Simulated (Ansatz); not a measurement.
RhI3:
```yaml
crystal:
  lattice:
    - [3.43406, 5.94646, 0.00000]
    - [-3.43406, 5.94646, 0.00000]
    - [-2.09712, 0.00000, 6.79876]
  atoms:
    - { symbol: Rh, position: [0.16668, 0.16668, 0.00000] }
    - { symbol: Rh, position: [0.83332, 0.83332, 0.00000] }
    - { symbol: I, position: [0.56744, 0.07656, 0.22150] }
    - { symbol: I, position: [0.43256, 0.92344, 0.77850] }
    - { symbol: I, position: [0.07656, 0.56744, 0.77850] }
    - { symbol: I, position: [0.92344, 0.43256, 0.22150] }
    - { symbol: I, position: [0.21173, 0.78827, 0.22286] }
    - { symbol: I, position: [0.78827, 0.21173, 0.77714] }
```

Relaxed with r²SCAN. Special points in fractions of this cell's reciprocal vectors: Γ (0.000, 0.000, 0.000); Y (0.500, 0.500, 0.000); M (0.500, 0.500, 0.500); A (0.000, 0.000, 0.500); L2 (0.000, 0.500, 0.500); V2 (0.000, 0.500, 0.000).

### Question
List the band energies nearest the valence-band maximum at these points for plane-wave PAW r²SCAN (Ansatz code).

### Answer
In eV from the valence-band maximum; about four levels below and three above (degenerate sets whole), none deeper than 8.9 eV; points with the same levels are listed once.

```json
[
 {"k": "Γ", "below": "-0.66 -0.52 -0.19 -0.17", "above": "1.31 1.43 1.91"},
 {"k": "Y", "below": "-0.74 -0.64 -0.18 0.00", "above": "1.42 1.79 1.79"},
 {"k": "M", "below": "-0.66 -0.53 -0.28 -0.27", "above": "1.29 1.35 1.58"},
 {"k": "A", "below": "-0.69 -0.59 -0.25 -0.23", "above": "1.39 1.46 1.99"},
 {"k": "L2", "below": "-0.62 -0.43 -0.43 -0.15", "above": "1.39 1.66 1.77"},
 {"k": "V2", "below": "-0.65 -0.58 -0.32 -0.04", "above": "1.33 1.49 1.71"}
]
```

Space group C2/m. The first step of the workflow began from a Materials Project structure, measured or hypothetical; the Crystallography Open Database copy checked does not list it. Its standing as an ambient phase is unchecked. Symmetry was held in the r²SCAN relaxation; whether a distortion lowers the energy is not shown. No spin polarisation was allowed. A crystal of weakly bound layers computed without a dispersion correction: the cell and the soft elastic constants depend strongly on that. Spin–orbit coupling is left out wherever it is not named.

Potentials: the later of the program's two PAW sets.
